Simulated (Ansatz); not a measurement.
AlBW in space group Cmcm (No. 63; W on 4c, Al on 4c, B on 4c) at seven volumes, PBEsol in the plane-wave PAW code Ansatz, shape and atoms relaxed at each. One row is withheld.

| V (Å³/atom) | P (GPa) |
|---|---|
| 10.448 | 27.61 |
| 10.793 | 16.88 |
| 11.137 | 7.75 |
| 11.482 | 0.00 |
| 11.826 | -6.55 |
| 12.170 | -12.03 |
| 12.515 | ? |

Question: Fit the shown pressures and predict the withheld one.

Answer: P = (3/2)B₀(x^(7/2) − x^(5/2))[1 + (3/4)(B′ − 4)(x − 1)] with x = (V₀/V)^(2/3). Least squares on the six rows gives V₀ = 11.483 Å³/atom, B₀ = 236 GPa, B′ = 4.50. At V = 12.515, x = 0.9442 and P = -16.74 GPa. The run itself gave -16.54 GPa.

The workflow started from an entry of the Crystallography Open Database (COD, 293 K). Its standing as an ambient phase is unchecked. The cell was relaxed with PBEsol under the symmetry of its start; whether a distortion lowers the energy is not shown. No spin polarisation was allowed. Spin–orbit coupling is left out wherever it is not named.

Potentials: the later of the program's two PAW sets.
